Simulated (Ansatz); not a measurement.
A relaxed cell of Fe (Im-3m (No. 229)), relaxed on a k-mesh at least as fine as the one used below. All values below come from r2SCAN (plane waves to 500 eV, PAW, scalar-relativistic; Ansatz, an electronic-structure program). Γ-centred k-mesh 16×16×8 on the run's cell (coarser than for final values), Fermi–Dirac smearing 0.05 eV.

```yaml
crystal:
  lattice:
    - [-1.43226, 1.43226, 1.43226]
    - [1.43226, -1.43226, 1.43226]
    - [2.86451, 2.86451, -2.86451]
  atoms:
    - { symbol: Fe, position: [0.00000, 0.00000, 0.00000] }
    - { symbol: Fe, position: [0.00000, 0.00000, 0.50000] }
```
Spin-polarised start, with parallel moments on Fe.

The atoms are displaced by (Å):

```csv
atom,ux,uy,uz
Fe1,-0.111,0.081,-0.013
Fe2,0.101,0.015,0.051
```

**Question.** What forces (eV/Å) and pressure result?

**Answer.** 
| atom | Fx | Fy | Fz |
|---|---|---|---|
| Fe1 | 1.01 | 0.33 | 0.36 |
| Fe2 | -1.01 | -0.33 | -0.36 |

Pressure +2.0 GPa.

**Question.** Estimate the energy cost of the displacement in the harmonic approximation and compare with the calculation.

**Answer.** For a harmonic well ΔE = −½ Σ F·u = 0.107 eV a cell, or 54 meV/atom. The calculated energy relative to the undisplaced cell is +0.05 eV/atom, so the harmonic estimate holds well.

Spin state reached: ferromagnetic (net 2.64 μB/atom), from parallel starting moments; other spin orders were not run from this start. r2SCAN tends to overstate moments in metals.

The run that gave the undisplaced cell could not lose the symmetry of its start; a randomly shaken copy of 2 atoms returns to this structure.
